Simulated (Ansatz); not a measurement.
Consider the following.

Nb:
```yaml
crystal:
  lattice:
    - [0.00000, 2.06963, 2.06963]
    - [2.06963, 0.00000, 2.06963]
    - [2.06963, 2.06963, 0.00000]
  atoms:
    - { symbol: Nb, position: [0.00000, 0.00000, 0.00000] }
```

This is the LDA-relaxed structure.

Question: All from LDA in the plane-wave PAW code Ansatz, unless another level is named. Give the bulk modulus (Birch–Murnaghan fit).

Answer: 182 GPa.

Question: Next, the elastic constants (relaxed ions, GPa)?

Answer: C11 = -28.5, C12 = 288, C44 = -78.6.

Space group Fm-3m (fcc (Cu type)). The workflow started from an entry of the Crystallography Open Database (COD), which files this formula under 2 space groups. It is not the phase usual at ambient conditions (space group No. 229). The cell was relaxed with LDA under the symmetry of its start. At this level the phase is mechanically unstable. The run is not spin-polarised. As this level gives no gap, shear constants depend on the k-mesh and smearing (Fermi–Dirac, 0.1 eV here).

Potentials: the earlier of the program's two PAW sets. The files were generated under PBE; for other functionals the program regenerates the frozen cores, and for LDA and PBEsol the local potential too.
